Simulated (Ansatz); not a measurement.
Trial structure of ZrO5, not yet relaxed:

```
Zr O
1.0
     4.10474    0.00000    0.00000
    -2.05237    3.55481    0.00000
     0.00000    0.00000    4.48856
Zr O
1 5
Direct
  0.00000 0.00000 0.00000
  0.64378 0.00000 0.00000
  0.00000 0.64378 0.00000
  0.35622 0.35622 0.00000
  0.00000 0.00000 0.33425
  0.00000 0.00000 0.66575
```

Computed with Ansatz 0.2.0, DFT PBE, scalar-relativistic, plane waves, PAW. Plane waves to 420 eV, a k mesh through Γ of 6×6×4 on the computed 6-atom cell and Gaussian smearing (0.10 eV); no spin polarisation.

The zero of energy is the elements' standard structures at the same level (O₂ as a molecule); no fitted shifts are applied.

Question: What does a single point on this coarse mesh give?

Answer: The pressure is 175.8 GPa (the mean over three directions, positive in compression), the largest force is 26.22 eV/Å, and the energy is +4.36 eV/atom against the elements. The shortest distance is 1.46 Å, so close that the PAW spheres overlap strongly and these values are rough.

Question: Is it a good guess?

Answer: A poor one: relaxing gains about 5.3 eV/atom (the start's value is from the coarse mesh, so the gain is rough) in 23 ionic steps and ends at −0.96 eV/atom on the finer mesh. The symmetry goes from P-62m (No. 189) to P6/mmm (No. 191). The volume per atom grows by 36.9 %, from 10.9 to 14.9 Å³. The shortest distance goes from 1.46 Å (Zr–O) to 1.26 Å (O–O). Conventional cell: a = 4.290 Å, c = 5.626 Å. Around Zr lie 8 O at 2.14–2.18 Å; O on a site of symmetry mmm has 2 Zr at 2.14 Å and 4 O at 2.14 Å; O on a site of symmetry 6mm has 1 O at 1.26 Å and 1 Zr at 2.18 Å.

The last run used collinear spin, a 12×12×8 mesh (in the run's order of axes) for its 6-atom cell and Gaussian smearing of 0.10 eV. Another magnetic order may lie lower. The relaxation can't lower the symmetry of the start, and the grade says only how near the guess is to its own end. Symmetry constrained the relaxation, so the result can be a saddle point. Another cell of ZrO5 relaxed alike but without spin, in P6/mmm, lies 35 meV/atom lower, so this cell isn't the stable form at this level.
